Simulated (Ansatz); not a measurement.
Structure: PbSSe as a Janus 2H monolayer, at its r2SCAN minimum. The sheet's in-plane cell has a = 3.802 Å, b = 3.802 Å (γ = 120.0°), and its outermost atoms lie 3.46 Å apart along the normal. Around Pb lie 3 S at 2.73 Å and 3 Se at 2.86 Å; around S lie 3 Pb at 2.73 Å; around Se lie 3 Pb at 2.86 Å.

```xyz
3
Lattice="3.8024 0.0000 0.0000 -1.9012 3.2930 0.0000 0.0000 0.0000 30.6034" Properties=species:S:1:pos:R:3 pbc="T T F"
Pb    0.0000    2.1953    9.0700
S     1.9012    1.0977   10.6957
Se    1.9012    1.0977    7.2343
```
The sheet repeats along a and b alone.

The questions ask for values computed with Ansatz 0.2.0 on this geometry. Note: simulated data, non-magnetic, for a generated structure that need not be the stable one.

Question: Is there a gap with LDA, and of what kind?

Answer: With LDA the bands overlap by 0.36 eV (counted from 1, band 18 peaks at Γ and band 19 bottoms out at M): no gap.

Question: What does PBE give for the gap (12×12×1 mesh)?

Answer: With PBE the bands overlap by 0.30 eV (counted from 1, band 18 peaks at Γ and band 19 bottoms out at M): no gap.

Question: How does the gap change from LDA to PBE+SOC (12×12×1)?

Answer: With PBE+SOC the bands overlap by 0.35 eV (counted from 1, band 36 peaks at Γ and band 37 bottoms out at M): no gap. Spin-orbit coupling itself accounts for -0.050 eV.

Question: What does r2SCAN give for the gap (12×12×1 mesh)?

Answer: r2SCAN gives no gap: the lowest nominally empty band dips 0.21 eV below the top of the last filled one (its bottom at M, the top at Γ), so the cell is a metal or semimetal at this level.

Question: Roughly how does the cost of the PBE+SOC run (12×12×1) compare with r2SCAN's (12×12×1)?

Answer: About 1.9 times as much (2.4 core-minutes against 80 core-seconds, on 4 threads of AMD EPYC 7R43 64-Core Processor (Zen 3), with other jobs on the host).

Only the levels marked +SOC include spin-orbit coupling.

Run but not listed, since they were read on a mesh alone, on too coarse a mesh, or into states of the vacuum: PBE0.
